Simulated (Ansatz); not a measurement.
HfPt₃ (Cu3Au type, Pm-3m), DFT-LDA in the program Ansatz with PAW potentials, all energies at zero smearing, with the estimated change up to a 700 eV cutoff added, with one set of potentials and settings (totals compare only within such a set). Cell of 4 atoms (1 Hf, 3 Pt): -52216.277 eV.

```
element                reference phase  E (eV/atom)
-------  -----------------------------  -----------
Hf       P6_3/mmc, 2 atoms in the cell  -15476.8591
Pt          Fm-3m, 1 atoms in the cell  -12244.9860
```

Formation energy per atom, worked out: (-52216.277 − 1×(-15476.8591) − 3×(-12244.9860))/4 = -1.115 eV/atom (-108 kJ per mol of atoms), at 0 K, without zero-point energy or fitted corrections.

The first step of the workflow began from a Materials Project structure, measured or hypothetical; the Crystallography Open Database copy checked does not list it. COD files the formula under space group No. 194. Whether it is the stable phase at ambient conditions was not checked. The cell was relaxed with LDA under the symmetry of its start; its stability against distortions is not shown here. No spin polarisation was allowed. The references are the lowest solids computed at this level, not always the standard phases. Spin–orbit coupling is left out wherever it is not named.

Potentials: the later of the program's two PAW sets.
